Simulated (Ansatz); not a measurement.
Consider a crystal of MnVC4N4 in space group P-43m (No. 215), with Mn on 1a; V on 1b; C on 4e; N on 4e. The guess for MnVC4N4 was made by a generator: two interpenetrating cyanide-bridged diamond nets.

Method: Ansatz 0.2.0, DFT PBE, scalar-relativistic, plane waves, PAW. Cutoff 420 eV, Γ-centred mesh, Gaussian smearing, collinear spin.

Energies over the elements count from the elements' standard structures at the same level (N₂ as a molecule), with no fitted energy shifts.

Problem. Predict the relaxed structure.

Solution.

Space group P-43m (No. 215). a = 5.776 Å, b = 5.776 Å, c = 5.776 Å, α = 90.00°, β = 90.00°, γ = 90.00°
```
atom  site  symmetry       x       y       z
  Mn    1a      -43m  0.0000  0.0000  0.0000
   V    1b      -43m  0.5000  0.5000  0.5000
   C    4e       .3m  0.1922  0.1922  0.1922
   N    4e       .3m  0.3115  0.3115  0.3115
```

Mn is surrounded by 4 C at 1.92 Å; V is surrounded by 4 N at 1.89 Å; around C lie 1 N at 1.19 Å and 1 Mn at 1.92 Å; around N lie 1 C at 1.19 Å and 1 V at 1.89 Å. Another local minimum with the same sites may exist.

Problem. And its energy and gap?

Solution. The formation energy is +0.26 eV/atom. The gap on the 8×8×8 mesh of the 10-atom cell is 0 eV (a metal), the net moment per atom is 0.20 μB and the moment by site is Mn 2.4; V -1.0 μB. A positive value: parting into the elements would lower its energy.

The last run used collinear spin and Gaussian smearing of 0.10 eV. In such compounds of Mn and V a zero gap at this level may well be an artefact, since no Hubbard U is applied. The reference form of C is held partly by dispersion forces, which this level lacks. Another magnetic order may lie lower. Symmetry constrained the relaxation, so the result can be a saddle point. Site moments count only spheres around the atoms; the net moment includes the space between them.
